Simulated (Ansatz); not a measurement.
Here is the system:

TePdSe:
```xyz
3
Lattice="3.8712 0.0000 0.0000 -1.9356 3.3526 0.0000 0.0000 0.0000 4.8291" Properties=species:S:1:pos:R:3 pbc="T T T"
Te     0.0000     0.0000     3.4902
Pd     0.0000     2.2351     0.0535
Se     1.9356     1.1175     1.2855
```

This is the LDA-relaxed structure.

Task: All from LDA in the plane-wave PAW code Ansatz, unless another level is named. Estimate the electronic character.

Result: metallic (no gap).

Task: And the density of states at the Fermi level?

Result: 0.46 states/eV per atom (mean over ±0.08 eV).

Task: What about the formation energy from the elements (no fitted shifts)?

Result: -0.37 eV/atom.

Space group P3m1. The first step of the workflow began from a Materials Project structure, measured or hypothetical; the Crystallography Open Database copy checked does not list it. With Te and Se taken as one species the cell has the higher symmetry P-3m1, so it may be an ordered model of a mixed-site phase. Whether it is the stable phase at ambient conditions was not checked. Symmetry was held in the LDA relaxation; whether a distortion lowers the energy is not shown. No spin polarisation was allowed. A crystal of weakly bound layers computed without a dispersion correction: the cell and the soft elastic constants depend strongly on that. The references are the lowest solids computed at this level, not always the standard phases. Spin–orbit coupling is left out wherever it is not named.

Potentials: the later of the program's two PAW sets.
